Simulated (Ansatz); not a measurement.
Surface calculation: bcc Mo (110), 5 layers

The slab is cut from the bcc crystal, the stable phase, as relaxed on PAW files (15.32 Å³/atom), with 16 Å of vacuum and a dipole correction:

```yaml
crystal:
  lattice:
    - [2.71015, 0.00000, 0.00000]
    - [-0.90338, 2.55516, 0.00000]
    - [0.00000, 0.00000, 24.85130]
  atoms:
    - { symbol: Mo, position: [0.00000, 0.00000, 0.32191] }
    - { symbol: Mo, position: [0.50000, 0.50000, 0.41096] }
    - { symbol: Mo, position: [0.00000, 0.00000, 0.50000] }
    - { symbol: Mo, position: [0.50000, 0.50000, 0.58904] }
    - { symbol: Mo, position: [0.00000, 0.00000, 0.67809] }
```

Level of theory: DFT with PBEsol, scalar-relativistic, in Ansatz 0.2.0; a Γ-centred 13×13×1 k mesh, Fermi–Dirac smearing of 0.08 eV, no spin polarisation. LAPW: all electrons, basis error target 1 meV/atom; PAW: frozen-core files, cutoff 420 eV.

The bulk energy comes from a cell in the slab's orientation on a 13×13×8 mesh. The surface energy is (E(slab) − N·E(bulk))/2A at zero smearing, the mean of both faces; thin slabs carry quantum-size effects.

The PAW files were made under PBE.

As cut, the LAPW slab lies 2.797 eV above 5 atoms of bulk. What surface energy is that?

Over two faces of 6.92 Å² it is 202.0 meV/Å², and times 16.02 J/m² per eV/Å² that gives γ = 3.236 J/m².

What do relaxation and the other method give, and what work function comes out?



```json
{"method": "LAPW", "γ as cut (J/m²)": "3.236", "γ relaxed (J/m²)": "3.150", "Φ as cut (eV)": "4.76", "Φ relaxed (eV)": "4.63"}
{"method": "PAW", "γ as cut (J/m²)": "3.235", "γ relaxed (J/m²)": "3.149", "Φ as cut (eV)": "4.76", "Φ relaxed (eV)": "4.63"}
```

How do the spacings between the planes relax?

From the bottom face up: d12 -4.7 % of 2.213 Å, d23 +0.5 % of 2.213 Å, d34 +0.5 % of 2.213 Å, d45 -4.7 % of 2.213 Å.

A field of 0.1 V/Å is applied along the normal, atoms held. What follows?

LAPW finds an induced dipole of 0.0486 e·Å a cell (PAW 0.0486), that is 12.69 Å for 4πα over the area, against 8.67 Å between the outer atoms.

What changes if the images along the normal are cut off in place of the dipole correction?

LAPW then gives: no gap, work function 4.63 eV; PAW: no gap, work function 4.63 eV.

A 3d core hole is made on one atom of each kind in every 1×1 cell (PAW hole dataset, neutral cell, valence without spin). What does it cost by layer?

layer 1 226.92 eV, layer 2 227.25 eV, layer 3 227.19 eV. Shifts between layers mean more than the absolute values, and a whole layer of holes screens otherwise than one hole.
